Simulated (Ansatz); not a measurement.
Cu2O (cuprite type, space group Pn-3m)

```
CELL_PARAMETERS angstrom
      4.22208     0.00000     0.00000
      0.00000     4.22208     0.00000
      0.00000     0.00000     4.22208
ATOMIC_POSITIONS crystal
  Cu 0.75000 0.75000 0.75000
  Cu 0.75000 0.25000 0.25000
  Cu 0.25000 0.75000 0.25000
  Cu 0.25000 0.25000 0.75000
  O  0.00000 0.00000 0.00000
  O  0.50000 0.50000 0.50000
```

The slice is a {100} plane (indices of the conventional cell) through the point (0.000, 0.000, 0.000) (fractional), spanned by u = [100] and v = [010] in vectors of this cell: u (4.22 Å) and v (4.22 Å, at 90° to u). It covers one period; positions are fractions (u, v).

Computed with PBEsol (plane waves to 420 eV, PAW, scalar-relativistic; Ansatz, a program for electronic structure). k mesh 8×8×8. These are valence fields of a PAW run, semicore shells included where kept as valence: close to a nucleus they are smooth pseudo fields. Cu2O is run without spin polarisation. Cu2O was relaxed with its symmetry unable to fall. The PAW data are Ansatz's earlier set.

Q: Sketch the electrostatic potential energy of an electron, from the cell's mean on this plane as a map.

A: 
```
|xxxxxx +*##%%@@@@@@@%%##*+ xxxxx|
|xxxxxx:=+*##%%@@@@@%%##*+=:xxxxx|
|xxxxxx:-++**#%%@@@%%#**++-:xxxxx|
|xxxxx.:-==++*#%%%%%#**+==-:.xxxx|
|xxxx..:::--=*##%%%##*=--:::..xxx|
|x :::::..::-+*##%##*+-::..::::: |
|++=--:.  .:-=*#####*=-:.  .:--=+|
|**++=:.   .-=+*###*+=-.   .:=++*|
|##*+=-:. .:-=*#####*=-:. .:-=+*#|
|###*+-::.::=+*##%##*+=::.::-+*##|
|%%#**=----=+*##%%%##*+=----=**#%|
|%%%#**+===+**#%%%%%#**+===+**#%%|
|@@%%##**+**##%%@@@%%##**+**##%%@|
|@@@%%###*###%%@@@@@%%###*###%%@@|
|@@@@%%#####%%@@@@@@@%%#####%%@@@|
|@@@@%%%###%%%@@@@@@@%%%###%%%@@@|
|@@@@%%#####%%@@@@@@@%%#####%%@@@|
|@@@%%###*###%%@@@@@%%###*###%%@@|
|@@%%##**+**##%%@@@%%##**+**##%%@|
|%%%#**+===+**#%%%%%#**+===+**#%%|
|%%#*+=----==*##%%%##*+=----=+*#%|
|###*+-::.::=+*##%##*+=::.::-+*##|
|##*+=-:. .:-=*#####*=-:. .:-=+*#|
|**++=:.   .-=+*###*+=-.   .:=++*|
|++=--:.  .:-=*#####*=-:.  .:--=+|
|x :::::..::-+*##%##*+-::..::::: |
|xxxx..:::--=*##%%%##*=--:::..xxx|
|xxxxx.:-==++*#%%%%%#**+==-:.xxxx|
|xxxxxx:-++**#%%@@@%%#**++-:xxxxx|
|xxxxxx:=+*##%%@@@@@%%##*+=:xxxxx|
|xxxxxx +*##%%@@@@@@@%%##*+ xxxxx|
|xxxxxxx+*##%%@@@@@@@%%##*+xxxxxx|
```
Scale: ten equal steps from 4.03 (start of ' ') to 9.50 (end of '@'), in the order ' .:-=+*#%@'. Values: electrostatic potential energy of an electron, from the cell's mean, in eV. The map has 32 points along u (one character each, u = 0 at the left) and 32 along v (v = 0 in the bottom row). Points within 0.8 Å of a nucleus are blanked (x), as the pseudised field means little there. The zero, the cell's mean, hangs on the PAW cores.
